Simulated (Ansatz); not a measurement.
Here is the system:

MoPt:
```cif
data_MoPt
_chemical_formula_sum 'Pt1 Mo1'
_space_group_name_H-M_alt 'P 1'
_space_group_IT_number 1
_cell_length_a 2.69978
_cell_length_b 2.69978
_cell_length_c 4.08978
_cell_angle_alpha 90.000
_cell_angle_beta 90.000
_cell_angle_gamma 90.000
loop_
_space_group_symop_operation_xyz
  'x, y, z'
loop_
_atom_site_label
_atom_site_type_symbol
_atom_site_fract_x
_atom_site_fract_y
_atom_site_fract_z
_atom_site_occupancy
Pt1 Pt 0.00000 0.00000 0.00000 1
Mo1 Mo 0.50000 0.50000 0.50000 1
```

This is the PBEsol-relaxed structure.

### Question
All from plane-wave PAW PBEsol (Ansatz code), unless another level is named. Estimate the density of states at the Fermi level.

### Answer
0.98 states/eV per atom (mean over ±0.08 eV).

### Question
What about the formation energy from the elements (no fitted shifts)?

### Answer
-0.29 eV/atom.

Space group P4/mmm (L1₀ or tetragonal B2). The start of the workflow was typed in or built on a structure type; neither database checked (COD, Materials Project) lists it. Its standing as an ambient phase is unchecked. The PBEsol relaxation kept the symmetry of its start; its stability against distortions is not shown here. No spin polarisation was allowed. The references are the lowest solids computed at this level, not always the standard phases. Scalar-relativistic: spin–orbit coupling is off unless named, which matters more the heavier the elements.

Potentials: the earlier of the program's two PAW sets. The files were generated under PBE; for other functionals the program regenerates the frozen cores, and for LDA and PBEsol the local potential too.
